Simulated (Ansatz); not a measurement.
Ca7ZrN6: field gradients at two levels of theory

Cell: a Materials Project structure (computed, not necessarily an observed phase).

Space group Ibam (No. 72); a = 6.3960, b = 11.7944, c = 13.0746 Å.

| site | Wyckoff | site symmetry | x | y | z |
| --- | --- | --- | --- | --- | --- |
| Ca1 | 8j | ..m | 0.7809 | 0.4579 | 0.5000 |
| Ca5 | 16k | 1 | 0.6128 | 0.2721 | 0.8787 |
| Ca13 | 4b | 222 | 0.5000 | 0.0000 | 0.2500 |
| Zr | 4a | 222 | 0.0000 | 0.0000 | 0.2500 |
| N17 | 16k | 1 | 0.2008 | 0.8914 | 0.1707 |
| N25 | 8j | ..m | 0.3790 | 0.8430 | 0.5000 |

One atom of each set is listed; the run and its k-mesh use a cell of 28 atoms with edges of 9.37, 9.37, 9.37 Å.

First run. Level of theory: DFT, PBE, plane waves and PAW, scalar-relativistic, 420 eV cutoff, Γ-centred 5×5×5 k-points, Fermi–Dirac smearing 0.02 eV (Ansatz 0.2.0).

```
site  V_zz (10²¹ V/m²)     η
 Ca1              5.23  0.61
 Ca5             -4.28  0.31
Ca13             -5.54  0.38
  Zr              9.24  0.10
 N17             -3.31  0.85
 N25              0.65  0.85
```

Second run. The same atoms and settings, except that the functional is r2SCAN and the cutoff is 500 eV.

(1) Given the first result, estimate the second.

## Answers

(1) 

| site | V_zz | η | change of V_zz |
| --- | --- | --- | --- |
| Ca1 | 5.41 | 0.62 | +0.18 |
| Ca5 | -4.36 | 0.32 | -0.08 |
| Ca13 | -5.66 | 0.41 | -0.12 |
| Zr | 9.21 | 0.10 | -0.03 |
| N17 | -3.46 | 0.88 | -0.15 |
| N25 | 0.75 | 0.85 | +0.10 |

The largest change of V_zz is on Ca1, from 5.23 to 5.41. In per cent, |V_zz| changes by +2 to +4 on Ca, 0 on Zr, +4 to +14 on N (all sites that start above 0.5).

For the first run: Without spin–orbit coupling (the program notes it for Zr) the gradients can shift somewhat, as the gap is small.
For the second run: The largest force is 0.3 eV/Å, so the atoms aren't at the calculated equilibrium and relaxing them would move these values. Without spin–orbit coupling (the program notes it for Zr) the gradients are little affected as a rule: paired runs on crystals with a gap mostly move them by under 2 % at such atoms.
